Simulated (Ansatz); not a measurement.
Crystals of one structure type (rock salt) and one family of elements, relaxed and computed with PBEsol (plane waves, PAW; program Ansatz).

| crystal | V (Å³/atom) | B₀ by P(V) fit (GPa) |
|---|---|---|
| ScS | 17.04 | 110 |
| YSe | 23.02 | ? |
| LaSe | 27.26 | 77.2 |
| YTe | 28.09 | 68.9 |

Question: Fit a straight line to ln B₀ against ln V and predict the withheld value.

Answer: Least squares on the 3 shown rows: ln B₀ = -0.86 × ln V + (7.143), with a scatter of 4 %. For YSe this gives 85.3. The run itself gave 87.1, within the scatter.

Standing as an ambient phase not checked: ScS, rock salt; YSe, rock salt; LaSe, rock salt; YTe, rock salt. All cells were relaxed under the symmetry of their starts (and spin orders); stability against distortions was not tested throughout. Rows with no word on spin ran without spin polarisation. Spin–orbit coupling is left out wherever it is not named.

Potentials: the later of the program's two PAW sets.
